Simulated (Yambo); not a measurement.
Material: Ca$_{2}$Si (space group Fm-3m, No. 225) under isotropic strain of +2 % on all lattice vectors; a = 5.112 Å, b = 5.112 Å, c = 5.112 Å, α = 60.00°, β = 60.00°, γ = 60.00° (3 atoms in the cell). The PBEsol cell relaxed from Materials Project entry mp-1009733 was given an isotropic strain of +2 % on all lattice vectors, and the atoms were relaxed again.

With norm-conserving PBEsol (Quantum ESPRESSO, 68 Ry, scalar-relativistic), the gap between the mesh's edge points (X → X) is 0.550 eV.

**Question.** What does a G0W0 run in Yambo give for it (4×4×4 Γ-centred k mesh, bands 3 to 164 and a 8 Ry block in the screening, 164 bands in G with the Bruneval-Gonze terminator, plasmon pole fitted at 27.2 eV)?

**Answer.** The correction is 0.688 eV, giving 1.238 eV, 2.3 times the PBEsol value. Among the k points computed, the smallest G0W0 gap is 1.10 eV, L → X. Convergence of the G0W0 settings was not tested. 

The structure is a Materials Project entry; no match was found in the copy of COD used, and its stability was not checked.
